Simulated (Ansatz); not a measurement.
Relaxing a structure of Sn

The start is a generated cell, Sn placed in the A7 structure type. The cell and all atomic positions are relaxed at zero pressure with r2SCAN (plane waves to 500 eV, PAW, scalar-relativistic; Ansatz, a program for electronic structure). The first steps use a coarse 10×10×10 k-mesh.

Starting cell:
```yaml
crystal:
  lattice:
    - [1.97199, 1.13853, 3.65681]
    - [-1.97199, 1.13853, 3.65681]
    - [0.00000, -2.27705, 3.65681]
  atoms:
    - { symbol: Sn, position: [0.22754, 0.22754, 0.22754] }
    - { symbol: Sn, position: [0.77246, 0.77246, 0.77246] }
```

Problem. How large is the pressure on the unrelaxed cell, and of which sign?

Solution. +18.6 GPa (positive: the cell is compressed).

Problem. What is the largest force in the starting geometry, and on which atom (counted from 1)?

Solution. 2.74 eV/Å, on Sn1, Sn2 (atoms numbered as listed).

Problem. What symmetry does the relaxed structure have?

Solution. The space group goes from R-3m (No. 166) to Pm-3m (No. 221); the end is AFLOW prototype A_cP1_221_a (A_h), with 1 atom in the primitive cell.

Problem. How much energy is released per atom?

Solution. 0.48 eV/atom.

Problem. How does the volume change?

Solution. +15.7 %, from 24.63 to 28.50 Å³/atom.

Problem. What band gap does the relaxed structure have at this level?

Solution. No gap (metallic).

Problem. What does it relax into? Give the structure.

Solution. 
```cif
data_Sn
_chemical_formula_sum 'Sn1'
_space_group_name_H-M_alt 'Pm-3m'
_space_group_IT_number 221
_space_group_name_Hall '-P 4 2 3'
_cell_length_a 3.05468
_cell_length_b 3.05468
_cell_length_c 3.05468
_cell_angle_alpha 90.000
_cell_angle_beta 90.000
_cell_angle_gamma 90.000
loop_
_atom_site_label
_atom_site_type_symbol
_atom_site_symmetry_multiplicity
_atom_site_Wyckoff_symbol
_atom_site_fract_x
_atom_site_fract_y
_atom_site_fract_z
_atom_site_occupancy
Sn1 Sn 1 b 0.50000 0.50000 0.50000 1
```

Final values are on a 15×15×15 k-mesh of the relaxed cell. No spin polarisation in the result.

The run could not lose the symmetry of its start, so the end can be a saddle point.

The relaxed structure here is a generated cell of Sn: the first start was made by placing the elements on the sites of a structure type, and the end was not matched to a known phase here, so it may be hypothetical. Known forms of Sn include space group No. 141, 227.
